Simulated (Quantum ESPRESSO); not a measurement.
# Where does P sit best among Si sites?

These are calculations, not measurements. They come from pw.x of Quantum ESPRESSO 7.5, a plane-wave density functional program, with PseudoDojo standard norm-conserving files (v0.5 for PBE, v0.4.1 for LDA and PBEsol). The cells are made up: elements, strain and atom displacements were drawn at random, and nothing was relaxed. There is no spin polarisation, spin-orbit coupling or dispersion term.

The cell has 8 sites of a zincblende or diamond lattice. Sites 1 to 4 hold Si Ge Si Ge; sites 5 to 8 hold X X X X. Cell vectors in Å: (5.499, 0.000, 0.000); (0.000, 5.499, 0.000); (0.000, 0.000, 5.499). Settings: PBE, cutoff 1061 eV, 6 x 6 x 6 k mesh shifted by half a step, Fermi-Dirac smearing of 0.1 eV.

In each run one of the sites marked X holds P and the others hold Si; cell and positions stay the same. E is the free energy of the cell.

```
site of the guest  first shell  mean distance (Å)  E above the lowest (eV)  P (GPa)  force on the guest (eV/Å)
                5       Ge2Si2              2.446                    0.000     1.45                      0.604
                6       Ge2Si2              2.357                    0.044     1.44                      2.527
                7       Ge2Si2              2.373                    0.044     1.42                      1.488
                8       Ge2Si2              2.372                    0.075     1.41                      1.437
```

A rerun of one of these cells at 1347 eV and k mesh 8 x 8 x 8 moved values by no more than 0.004 eV in the cell's energy, 0.12 GPa in stress and 0.013 eV/Å in force.

## Reading the table

Site 5 is lowest, by 0.044 eV, over three times the rerun's bound. A straight line of energy against the mean distance has a slope of -0.6 ± 0.4 eV/Å, so these few sites cannot settle whether the distance sets the order. The positions are random and not relaxed, so the differences hold for this frozen cell and are not site preferences of a real crystal.